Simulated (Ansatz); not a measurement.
Input and command of a calculation in Ansatz (plane waves; scalar-relativistic PAW potentials unless the input names others):

```yaml
crystal:
  lattice:
    - [4.0136050591, 0.0, 0.0]
    - [-2.0068025295, 3.4758839419, 0.0]
    - [0.0, 0.0, 13.1536105068]
  atoms:
    - { symbol: Ca, position: [0.0, 0.0, 0.0], spin: 2.0 }
    - { symbol: Ca, position: [0.3333333333, 0.6666666667, 0.25] }
    - { symbol: Ca, position: [0.0, 0.0, 0.5] }
    - { symbol: Ca, position: [0.6666666667, 0.3333333333, 0.75] }
basis:
  ecutwfc: 500
kpoints:
  mp_grid: { grid: [12, 12, 4] }
hamiltonian:
  xc: r2scan
scf:
  occupations: { method: gaussian, width: 0.1 }
  max_iter: 50
output:
  forces: true
  eigenvalues: true
  stress: true
relax:
  adjacent_minimum: "off"
  f_tol: 0.01
  max_steps: 30
  cell: { stress_tol: 0.1, fix: [volume] }
```

```bash
ansatz run input.yaml --threads 1 --pin off --max-ram 2560MiB --backend cpu --events-out ev --progress --plain --runs-dir out
```

Q: What is wrong with this input?

A: The program refuses it, because of a moment without spin polarisation (crystal.atoms[0].spin: not typed → 2.0). Without that key it is accepted.

Abridged log:
```
Error: inconsistent input (magnetization.spin_polarized): false but per-atom `spin:`, `per_species`, `initial_magnetization`, `magnetic_field`, or `spin_locking` is set
```